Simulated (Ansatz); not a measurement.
PtRhN₂ in space group R-3m (No. 166; Rh on 3b, Pt on 3a, N on 6c), DFT-PBE in the program Ansatz with PAW potentials, all energies at zero smearing, with the estimated change up to a 700 eV cutoff added, with one set of potentials and settings (totals compare only within such a set). Cell of 4 atoms (1 Rh, 1 Pt, 2 N): -19693.407 eV.

```
element             reference phase  E (eV/atom)
-------  --------------------------  -----------
Rh       Fm-3m, 1 atoms in the cell   -6402.9383
Pt       Fm-3m, 1 atoms in the cell  -12524.7059
N         Pa-3, 8 atoms in the cell    -384.0342
```

Formation energy per atom, worked out: (-19693.407 − 1×(-6402.9383) − 1×(-12524.7059) − 2×(-384.0342))/4 = 0.576 eV/atom (56 kJ per mol of atoms), at 0 K, without zero-point energy or fitted corrections.

The start of the workflow was typed in or built on a structure type; neither database checked (COD, Materials Project) lists it. Whether it is the stable phase at ambient conditions was not checked. The cell was relaxed with PBE under the symmetry of its start; whether a distortion lowers the energy is not shown. The workflow began spin-polarised and lost its moments. Its formation energy is positive at this level, so the cell may be metastable or incomplete. The references are the lowest solids computed at this level, not always the standard phases (solids in place of the gases). Scalar-relativistic: spin–orbit coupling is off unless named, which matters more the heavier the elements.

Potentials: the earlier of the program's two PAW sets.
